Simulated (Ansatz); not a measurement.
YSi:
```
CELL_PARAMETERS angstrom
      3.49399     0.00000     0.00000
      0.00000     3.49399     0.00000
      0.00000     0.00000     3.49399
ATOMIC_POSITIONS crystal
  Y  0.00000 0.00000 0.00000
  Si 0.50000 0.50000 0.50000
```

Relaxed with PBEsol. Special points in fractions of this cell's reciprocal vectors: Γ (0.000, 0.000, 0.000); X (0.000, 0.500, 0.000); M (0.500, 0.500, 0.000); R (0.500, 0.500, 0.500).

List the band energies nearest the Fermi level at these points for plane-wave PAW PBEsol (Ansatz code).

In eV from the Fermi level; about four levels below and three above (degenerate sets whole), none deeper than 8.9 eV; points with the same levels are listed once.

```
k                    below           above
-  -----------------------  --------------
Γ              -1.10 -1.10  1.46 1.46 1.46
X  -7.51 -5.09 -0.24 -0.24  0.08 4.43 4.76
M  -7.40 -2.45 -2.45 -0.95  1.82 1.82 2.89
R  -5.12 -3.86 -3.86 -3.86  3.66 3.66 3.66
```

Space group Pm-3m (CsCl type). The cell is a constructed one: a structure type filled with these elements; neither database checked (COD, Materials Project) lists it. Whether it is the stable phase at ambient conditions was not checked. The cell was relaxed with PBEsol under the symmetry of its start. At this level the phase is mechanically unstable. The run is not spin-polarised. Spin–orbit coupling is left out wherever it is not named.

Potentials: the later of the program's two PAW sets.
